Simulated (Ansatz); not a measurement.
# Diamond alloy of Si and Sn (6 of 64 Si sites exchanged), 64 atoms

Ansatz, PAW, plane waves. PBEsol relaxation of volume and atoms (shape held) at the single k point (½, ½, ½); single points on the relaxed atoms at the Γ point alone, onto which points of the small cell's zone fold. Arrangement: quasirandom. No spin–orbit coupling unless named.

Relaxed structure:

```yaml
crystal:
  lattice:
    - [11.07971, 0.00000, 0.00000]
    - [0.00000, 11.07971, 0.00000]
    - [0.00000, 0.00000, 11.07971]
  atoms:
    - { symbol: Si, position: [0.99284, 0.99192, 0.99423] }
    - { symbol: Si, position: [0.00209, 0.00630, 0.49881] }
    - { symbol: Si, position: [0.99866, 0.49645, 0.00172] }
    - { symbol: Si, position: [0.00424, 0.49611, 0.49685] }
    - { symbol: Si, position: [0.50886, 0.00662, 0.99374] }
    - { symbol: Si, position: [0.49926, 0.99907, 0.49788] }
    - { symbol: Si, position: [0.49165, 0.51230, 0.01120] }
    - { symbol: Si, position: [0.49774, 0.49930, 0.49853] }
    - { symbol: Si, position: [0.12676, 0.12684, 0.62566] }
    - { symbol: Si, position: [0.12323, 0.62239, 0.12344] }
    - { symbol: Si, position: [0.13270, 0.61786, 0.61537] }
    - { symbol: Si, position: [0.62810, 0.12605, 0.12610] }
    - { symbol: Si, position: [0.63369, 0.11529, 0.61331] }
    - { symbol: Si, position: [0.62625, 0.62585, 0.12969] }
    - { symbol: Si, position: [0.61682, 0.61888, 0.63164] }
    - { symbol: Si, position: [0.25664, 0.25878, 0.99376] }
    - { symbol: Si, position: [0.24672, 0.25163, 0.49785] }
    - { symbol: Si, position: [0.24202, 0.74264, 0.99411] }
    - { symbol: Si, position: [0.25305, 0.74897, 0.49889] }
    - { symbol: Si, position: [0.76311, 0.24141, 0.01127] }
    - { symbol: Si, position: [0.75175, 0.24982, 0.49804] }
    - { symbol: Si, position: [0.74623, 0.74846, 0.00200] }
    - { symbol: Si, position: [0.37496, 0.37792, 0.12740] }
    - { symbol: Si, position: [0.36384, 0.38265, 0.61349] }
    - { symbol: Si, position: [0.37539, 0.87472, 0.62561] }
    - { symbol: Si, position: [0.87620, 0.37499, 0.12839] }
    - { symbol: Si, position: [0.87793, 0.37483, 0.62255] }
    - { symbol: Si, position: [0.87240, 0.87157, 0.12452] }
    - { symbol: Si, position: [0.87685, 0.89310, 0.62466] }
    - { symbol: Si, position: [0.25055, 0.00030, 0.26839] }
    - { symbol: Si, position: [0.24946, 0.99910, 0.75120] }
    - { symbol: Si, position: [0.24887, 0.50007, 0.25061] }
    - { symbol: Si, position: [0.24959, 0.50051, 0.74724] }
    - { symbol: Si, position: [0.74978, 0.00080, 0.24814] }
    - { symbol: Si, position: [0.75019, 0.00308, 0.75023] }
    - { symbol: Si, position: [0.75013, 0.49731, 0.24753] }
    - { symbol: Si, position: [0.75730, 0.50466, 0.74430] }
    - { symbol: Si, position: [0.37684, 0.12907, 0.38057] }
    - { symbol: Si, position: [0.36915, 0.11893, 0.87863] }
    - { symbol: Si, position: [0.37649, 0.62406, 0.37505] }
    - { symbol: Si, position: [0.37110, 0.62566, 0.87384] }
    - { symbol: Si, position: [0.87394, 0.12673, 0.37458] }
    - { symbol: Si, position: [0.87601, 0.12361, 0.87402] }
    - { symbol: Si, position: [0.88384, 0.61638, 0.36619] }
    - { symbol: Si, position: [0.86930, 0.61963, 0.88248] }
    - { symbol: Si, position: [0.99144, 0.26020, 0.25986] }
    - { symbol: Si, position: [0.00077, 0.25011, 0.75002] }
    - { symbol: Si, position: [0.00256, 0.74954, 0.24738] }
    - { symbol: Si, position: [0.50046, 0.25044, 0.24987] }
    - { symbol: Si, position: [0.50785, 0.74158, 0.25771] }
    - { symbol: Si, position: [0.49772, 0.75001, 0.75264] }
    - { symbol: Si, position: [0.12531, 0.37490, 0.37473] }
    - { symbol: Si, position: [0.12523, 0.37730, 0.87218] }
    - { symbol: Si, position: [0.12301, 0.87269, 0.38043] }
    - { symbol: Si, position: [0.13051, 0.87945, 0.87983] }
    - { symbol: Si, position: [0.62521, 0.37482, 0.37505] }
    - { symbol: Si, position: [0.61762, 0.88264, 0.36658] }
    - { symbol: Si, position: [0.62727, 0.87506, 0.87247] }
    - { symbol: Sn, position: [0.12172, 0.12843, 0.12750] }
    - { symbol: Sn, position: [0.74958, 0.75153, 0.49781] }
    - { symbol: Sn, position: [0.37732, 0.87173, 0.12609] }
    - { symbol: Sn, position: [0.00185, 0.74947, 0.74849] }
    - { symbol: Sn, position: [0.49337, 0.24352, 0.73712] }
    - { symbol: Sn, position: [0.63104, 0.37944, 0.88584] }
```

Q: What are the mean bond lengths by pair (pairs within 1.2 times the sum of covalent radii, less contacts 15 % beyond the pair's median; cation–cation pairs of compounds aside; long ionic contacts are cut short by that bound)?

A: Si–Si 2.371 ± 0.024 Å (standard deviation, 105 bonds); Si–Sn 2.532 ± 0.019 Å (standard deviation, 22 bonds); Sn–Sn 2.704 ± 0.000 Å (standard deviation, 1 bonds).

Q: What gap lies between the top filled and the lowest empty level in the single points?

A: HSE06 1.01 eV (2.6 min on 7 threads of Neoverse-V2); r²SCAN 0.60 eV (24 s on 7 threads of Neoverse-V2). An indirect band minimum needn't fold onto Γ of this cell; where it doesn't, these gaps are too wide.
